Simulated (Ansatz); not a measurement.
The following input was run with Ansatz 0.2.0.

```yaml
crystal:
  lattice:
    - [4.61507137, 0.0, 0.0]
    - [0.0, 2.9551944, 0.0]
    - [0.0, 0.0, 4.947513]
  atoms:
    - { symbol: Ti, position: [0.25, 0.0, 0.82019051], spin: 0.98 }
    - { symbol: Ti, position: [0.75, 0.0, 0.17980949], spin: 0.98 }
    - { symbol: Au, position: [0.25, 0.5, 0.32411048] }
    - { symbol: Au, position: [0.75, 0.5, 0.67588952] }
basis:
  ecutwfc: 500
kpoints:
  mp_grid: { grid: [10, 14, 8] }
hamiltonian:
  xc: r2scan
scf:
  occupations: { method: gaussian, width: 0.1 }
output:
  forces: true
  stress: true
  eigenvalues: true
  populations: true
magnetization:
  spin_polarized: true
```

Command:
```bash
ansatz run input.yaml --threads 1 --pin off --max-ram 2560MiB --backend cpu --events-out ev --progress --plain --runs-dir out
```

The calculation used Ansatz, DFT r2SCAN, scalar-relativistic, plane waves, PAW.

Abridged output (iterations and final results):

```
SCF iter   1: F=—  HF=-31345.199003 eV  |F-HF|=—  |Δ(HF+E_count)|=         —  Δρ=1.26e-1 (↑1.26e-1 ↓1.25e-1) dr2=8.37e1  dr2_τ=7.02e-1  dr2_m=4.55e-2  M=1.363 μB ∫|m|=1.781 μB  β_m=0.98  ethr=3.10e-3  ⟨swp⟩=4.0  Hψ=56096  notcnv=0
Mixer restart at iter 1: flushing history
spin=Collinear: Kerker preconditioning applied to the charge; magnetization (m = ρ↑ − ρ↓) channel mixes plain (no charge-response kernel on spin).
SCF iter   2: F=—  HF=-31339.287271 eV  |F-HF|=—  |Δ(HF+E_count)|=    5.91e0  Δρ=5.47e-2 (↑5.07e-2 ↓5.47e-2) dr2=1.72e1  dr2_τ=1.92e-1  dr2_m=3.44e-2  M=1.768 μB ∫|m|=1.871 μB  β_m=0.30  ethr=3.10e-3  ⟨swp⟩=3.0  Hψ=42969  notcnv=0  defer=713  κ⁻¹=1.0e0(r=1)
SCF iter   3: F=—  HF=-31337.491993 eV  |F-HF|=—  |Δ(HF+E_count)|=    1.80e0  Δρ=2.08e-2 (↑1.98e-2 ↓2.08e-2) dr2=1.77e0  dr2_τ=5.06e-3  dr2_m=4.86e-2  M=1.989 μB ∫|m|=2.093 μB  β_m=0.50  ethr=3.10e-3  ⟨swp⟩=2.8  Hψ=34595  notcnv=0  defer=714  κ⁻¹=2.7e-2(r=2)
SCF iter   4: F=—  HF=-31337.433354 eV  |F-HF|=—  |Δ(HF+E_count)|=   5.86e-2  Δρ=1.52e-2 (↑1.52e-2 ↓1.42e-2) dr2=6.82e-1  dr2_τ=4.60e-3  dr2_m=1.45e-2  M=2.073 μB ∫|m|=2.177 μB  β_m=1.00  ethr=2.86e-3  ⟨swp⟩=2.0  Hψ=25398  notcnv=0  defer=759  κ⁻¹=2.3e-3(r=3)
SCF iter   5: F=—  HF=-31337.690336 eV  |F-HF|=—  |Δ(HF+E_count)|=   2.57e-1  Δρ=5.84e-3 (↑5.51e-3 ↓5.84e-3) dr2=1.04e-1  dr2_τ=1.22e-3  dr2_m=7.10e-4  M=2.185 μB ∫|m|=2.282 μB  β_m=1.00  ethr=1.10e-3  ⟨swp⟩=2.5  Hψ=37780  notcnv=0  defer=759  κ⁻¹=2.4e-4(r=4)
SCF iter   6: F=—  HF=-31337.678010 eV  |F-HF|=—  |Δ(HF+E_count)|=         —  Δρ=3.66e-3 (↑3.56e-3 ↓3.66e-3) dr2=2.42e-2  dr2_τ=3.35e-4  dr2_m=1.57e-4  M=2.203 μB ∫|m|=2.295 μB  β_m=1.00  ethr=1.68e-4  ⟨swp⟩=2.2  Hψ=29769  notcnv=0  defer=781
Mixer restart at iter 6: flushing history
SCF iter   7: F=—  HF=-31337.679400 eV  |F-HF|=—  |Δ(HF+E_count)|=   1.39e-3  Δρ=2.71e-3 (↑2.67e-3 ↓2.71e-3) dr2=1.63e-2  dr2_τ=2.01e-4  dr2_m=1.83e-5  M=2.208 μB ∫|m|=2.300 μB  β_m=1.00  ethr=3.91e-5  ⟨swp⟩=2.0  Hψ=24188  notcnv=0  defer=792  κ⁻¹=1.0e0(r=1)
SCF iter   8: F=—  HF=-31337.684158 eV  |F-HF|=—  |Δ(HF+E_count)|=   4.76e-3  Δρ=8.22e-4 (↑8.22e-4 ↓7.15e-4) dr2=3.94e-3  dr2_τ=1.37e-5  dr2_m=1.87e-5  M=2.217 μB ∫|m|=2.308 μB  β_m=1.00  ethr=2.63e-5  ⟨swp⟩=2.0  Hψ=36647  notcnv=0  defer=793  κ⁻¹=6.8e-3(r=2)
SCF iter   9: F=—  HF=-31337.683805 eV  |F-HF|=—  |Δ(HF+E_count)|=   3.53e-4  Δρ=5.28e-4 (↑5.28e-4 ↓5.14e-4) dr2=2.09e-3  dr2_τ=4.34e-6  dr2_m=9.17e-6  M=2.216 μB ∫|m|=2.308 μB  β_m=1.00  ethr=6.35e-6  ⟨swp⟩=1.9  Hψ=20141  notcnv=0  defer=793  κ⁻¹=3.9e-3(r=3)
SCF iter  10: F=—  HF=-31337.683637 eV  |F-HF|=—  |Δ(HF+E_count)|=   1.68e-4  Δρ=2.70e-4 (↑2.70e-4 ↓2.61e-4) dr2=4.31e-4  dr2_τ=2.59e-6  dr2_m=2.99e-6  M=2.218 μB ∫|m|=2.309 μB  β_m=1.00  ethr=3.37e-6  ⟨swp⟩=2.6  Hψ=29610  notcnv=0  defer=793  κ⁻¹=3.7e-3(r=4)
SCF iter  11: F=—  HF=-31337.683574 eV  |F-HF|=—  |Δ(HF+E_count)|=   6.27e-5  Δρ=1.64e-4 (↑1.44e-4 ↓1.64e-4) dr2=4.11e-5  dr2_τ=1.24e-6  dr2_m=2.74e-6  M=2.217 μB ∫|m|=2.308 μB  β_m=1.00  ethr=6.96e-7  ⟨swp⟩=2.0  Hψ=25975  notcnv=0  defer=793  κ⁻¹=2.5e-3(r=5)
SCF iter  12: F=—  HF=-31337.683600 eV  |F-HF|=—  |Δ(HF+E_count)|=   2.61e-5  Δρ=1.22e-4 (↑1.22e-4 ↓1.08e-4) dr2=2.81e-5  dr2_τ=5.21e-7  dr2_m=3.56e-7  M=2.216 μB ∫|m|=2.306 μB  β_m=1.00  ethr=6.64e-8  ⟨swp⟩=2.0  Hψ=29306  notcnv=0  defer=793  κ⁻¹=1.6e-4(r=6)
SCF iter  13: F=—  HF=-31337.683672 eV  |F-HF|=—  |Δ(HF+E_count)|=   7.21e-5  Δρ=4.36e-5 (↑4.36e-5 ↓3.78e-5) dr2=2.15e-6  dr2_τ=7.85e-8  dr2_m=1.77e-7  M=2.213 μB ∫|m|=2.304 μB  β_m=1.00  ethr=4.54e-8  ⟨swp⟩=2.0  Hψ=26018  notcnv=0  defer=793  κ⁻¹=1.7e-5(r=7)
SCF iter  14: F=—  HF=-31337.683678 eV  |F-HF|=—  |Δ(HF+E_count)|=   6.29e-6  Δρ=2.13e-5 (↑2.13e-5 ↓2.11e-5) dr2=9.51e-7  dr2_τ=9.51e-9  dr2_m=4.41e-9  M=2.213 μB ∫|m|=2.304 μB  β_m=1.00  ethr=3.46e-9  ⟨swp⟩=2.0  Hψ=33711  notcnv=0  defer=793  κ⁻¹=7.9e-6(r=8)
SCF iter  15: F=—  HF=-31337.683679 eV  |F-HF|=—  |Δ(HF+E_count)|=   8.12e-7  Δρ=1.21e-5 (↑1.00e-5 ↓1.21e-5) dr2=2.18e-7  dr2_τ=2.57e-9  dr2_m=1.30e-8  M=2.213 μB ∫|m|=2.304 μB  β_m=1.00  ethr=1.53e-9  ⟨swp⟩=2.0  Hψ=27047  notcnv=0  defer=793  κ⁻¹=3.4e-6(r=8)
SCF iter  16: F=—  HF=-31337.683680 eV  |F-HF|=—  |Δ(HF+E_count)|=   5.04e-7  Δρ=5.47e-6 (↑5.47e-6 ↓5.06e-6) dr2=3.92e-8  dr2_τ=1.44e-9  dr2_m=2.23e-9  M=2.213 μB ∫|m|=2.304 μB  β_m=1.00  ethr=3.51e-10  ⟨swp⟩=2.0  Hψ=28267  notcnv=0  defer=793  κ⁻¹=2.1e-5(r=8)
SCF iter  17: F=—  HF=-31337.683680 eV  |F-HF|=—  |Δ(HF+E_count)|=   1.24e-7  Δρ=4.18e-6 (↑4.18e-6 ↓3.11e-6) dr2=2.21e-8  dr2_τ=7.26e-10  dr2_m=7.40e-10  M=2.213 μB ∫|m|=2.304 μB  β_m=1.00  ethr=6.33e-11  ⟨swp⟩=2.0  Hψ=27590  notcnv=0  defer=793  κ⁻¹=1.6e-6(r=8)
SCF iter  18: F=-31337.683680 eV  HF=-31337.683680 eV  |F-HF|=3.15e-9  |Δ(HF+E_count)|=   3.93e-8  Δρ=1.41e-6 (↑1.07e-6 ↓1.41e-6) dr2=2.54e-9  dr2_τ=3.94e-11  dr2_m=1.59e-10  M=2.213 μB ∫|m|=2.304 μB  ethr=3.56e-11  ⟨swp⟩=8.2  Hψ=71334  notcnv=0
SCF 1 converged in 18 iterations: F = -31337.683680 eV  dr2 = 2.54e-9
this state was not tested for a lower state beside it, because the mixer in use, unlike msr1, does not test its closes by its own steps (another_mixer; see scf.mixing.algorithm and scf.lower_state_search)
SCF converged after 18 iterations
Magnetization: 2.2134 μB (32.1067 up, 29.8933 down)
Absolute magnetization: 2.3052 μB (∫|ρ↑−ρ↓|, with the PAW one-centre terms)
Spin contamination: 0.0528 ħ² per cell (⟨S²⟩ above its minimum at these occupations)
Per-site moments (μB) at R_I (Å): [(0.88883288, 1.16801703), (0.88883288, 1.16801703), (0.03728251, 1.16801703), (0.03728251, 1.16801703)]
Free energy (F): -31337.683680 eV
Harris-Foulkes:  -31337.683680 eV  (|F-HF|=3.15e-9)
Internal energy: -31337.669399 eV  (E = F + TS)
E sigma→0 (E₀):  -31337.676539 eV
Entropy (-TS):   -0.014281 eV (-3.570 meV/atom)
Fermi energy:    17.537936 eV
--- Per-component energies (eV) ---
  E_band       = -838.470540
  E_kinetic    = 1753.524528
  E_local      = -5311.562671  (includes V_loc(G=0)·N_el)
  E_nonlocal   = 159.951324
  E_hartree    = 2244.425280
  E_xc         = -625.459951
  E_vxc        = -885.807588  (∫ρ·V_xc dr)
  E_paw        = -21571.794179  (= ΣΔE_a)
  E_vpaw       = -1105.067401  (= ΣTr[D̂ρ^β])
  E_aug_tail   = 0.001571  (compensation charges beyond the density's cutoff)
  E_vtau       = 61.639093  (kinetic-family band-sum trace: ∫τ·v_τ [+ j·A + Jᵃ·Aᵃ] dr)
  E_ewald      = -7985.895738
  E_core_change = -0.859562  (= ΣΔE_core)
  E_smearing   = -0.014281  (= −TS)
--- Forces (eV/Å), atoms counted from 1 ---
  atom   1  Ti     0.00000000     0.00000000    -0.01288413
  atom   2  Ti     0.00000000     0.00000000     0.01288413
  atom   3  Au     0.00000000     0.00000000     0.02219553
  atom   4  Au     0.00000000     0.00000000    -0.02219553
--- Stress (GPa, compression-positive) ---
       -0.660825       0.000000       0.000000
        0.000000       0.678486       0.000000
        0.000000       0.000000      -0.592000
  P = ⅓ Tr σ = -0.1914 GPa (-1.914 kbar)
--- Band table (eV; the first three rows and the last of 480) ---
  k-point 0 ↑: bands = ["-90.8876", "-90.8832", "-42.3713", "-42.3262", "-41.7524", "-41.7246", "-41.6851", "-41.6772", "-41.6288", "-41.6186", "-17.6968", "-17.6247", "-17.4935", "-17.4620", "-17.4029", "-17.3709", "8.3133", "10.7273", "10.7813", "10.9515", "11.0830", "12.7603", "12.8743", "12.9470", "13.3980", "13.4845", "13.5996", "14.6198", "16.0920", "16.4596", "16.8155", "16.8637", "17.1102", "18.8223", "19.6022", "19.6408", "19.8958", "20.1750", "20.4754"]
  k-point 1 ↑: bands = ["-90.8876", "-90.8832", "-42.3728", "-42.3265", "-41.7523", "-41.7241", "-41.6837", "-41.6773", "-41.6287", "-41.6186", "-17.6963", "-17.6241", "-17.4959", "-17.4625", "-17.4029", "-17.3711", "8.4288", "10.7448", "10.8331", "10.9600", "11.1368", "12.7735", "12.8244", "12.9814", "13.3830", "13.4132", "13.5846", "14.3103", "16.1475", "16.4262", "16.7808", "16.8228", "17.0095", "19.1642", "19.5282", "19.6282", "19.7927", "19.9869", "20.1870"]
  k-point 2 ↑: bands = ["-90.8876", "-90.8832", "-42.3762", "-42.3272", "-41.7520", "-41.7228", "-41.6804", "-41.6775", "-41.6287", "-41.6187", "-17.6950", "-17.6226", "-17.5018", "-17.4640", "-17.4031", "-17.3713", "8.7569", "10.7362", "10.9305", "11.0503", "11.2873", "12.6290", "12.8078", "13.0703", "13.1190", "13.4473", "13.5461", "13.7175", "16.1952", "16.3538", "16.7028", "16.7257", "16.8775", "19.3108", "19.3464", "19.5593", "19.5998", "19.9621", "20.2136"]
  k-point 239 ↓: bands = ["-90.8401", "-90.8401", "-41.6872", "-41.6872", "-41.6561", "-41.6561", "-41.6211", "-41.6211", "-41.2904", "-41.2904", "-16.6223", "-16.6223", "-16.6130", "-16.6130", "-16.3831", "-16.3831", "10.8430", "10.8430", "11.1584", "11.1584", "12.1137", "12.1137", "12.2238", "12.2238", "14.0721", "14.0721", "16.2836", "16.2836", "17.6169", "17.6169", "17.8233", "17.8233", "19.4418", "19.4418", "20.2133", "20.2133", "20.3246", "20.3246", "21.6272"]
--- Löwdin populations: 4 sites ---
  site symbol q [e]    m [muB]
     0     Ti     11.8199     1.0827
     1     Ti     11.8199     1.0827
     2     Au     18.7566     0.0148
     3     Au     18.7566     0.0148
  spilling = 0.013663 (of n_electrons = 62.000000)
```

The run converged.

The run took 3.5 min on 1 thread of Intel(R) Xeon(R) Platinum 8488C (Sapphire Rapids), on a shared host, peak memory 1.3 GiB.

The state reached may not be the lowest one. Spin-orbit coupling is left out, which matters for the bands of heavy elements.